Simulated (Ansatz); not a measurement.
Space group Fd-3m:1 (No. 227). a = 7.697 Å, b = 7.697 Å, c = 7.697 Å, α = 90.00°, β = 90.00°, γ = 90.00°
```
atom site symmetry x y z
  Sr    8a      -43m  0.5000  0.0000  0.5000
  Ir   16d      .-3m  0.1250  0.6250  0.1250
```

Equation of state of this SrIr$_{2}$ structure (not necessarily the ground state), with shape and atoms relaxed at each volume where symmetry leaves them free. It has no gap at any of these volumes. Theory: DFT r2SCAN, scalar-relativistic, plane waves, PAW (Ansatz 0.2.0).

Plane waves to 500 eV, a k mesh through Γ of 8×8×8 on the computed 6-atom cell and Gaussian smearing (0.10 eV); no spin polarisation.

```json
{"V (Å³/atom)": "16.718", "E − E(largest V) (meV/atom)": "95.52", "P (GPa)": "27.91"}
{"V (Å³/atom)": "17.288", "E − E(largest V) (meV/atom)": "12.60", "P (GPa)": "19.03"}
{"V (Å³/atom)": "17.858", "E − E(largest V) (meV/atom)": "-41.33", "P (GPa)": "11.57"}
{"V (Å³/atom)": "18.428", "E − E(largest V) (meV/atom)": "-70.89", "P (GPa)": "5.29"}
{"V (Å³/atom)": "18.998", "E − E(largest V) (meV/atom)": "-79.92", "P (GPa)": "0.00"}
{"V (Å³/atom)": "19.568", "E − E(largest V) (meV/atom)": "-71.69", "P (GPa)": "-4.45"}
{"V (Å³/atom)": "20.138", "E − E(largest V) (meV/atom)": "-48.93", "P (GPa)": "-8.18"}
{"V (Å³/atom)": "20.897", "E − E(largest V) (meV/atom)": "0.00", "P (GPa)": "-12.24"}
```

Problem. Fit a third-order Birch–Murnaghan equation to E(V).

Solution. V0 = 19.00 Å³/atom, B0 = 161 GPa, B0' = 4.7.

Spin-orbit coupling is left out, which matters for the bands of heavy elements.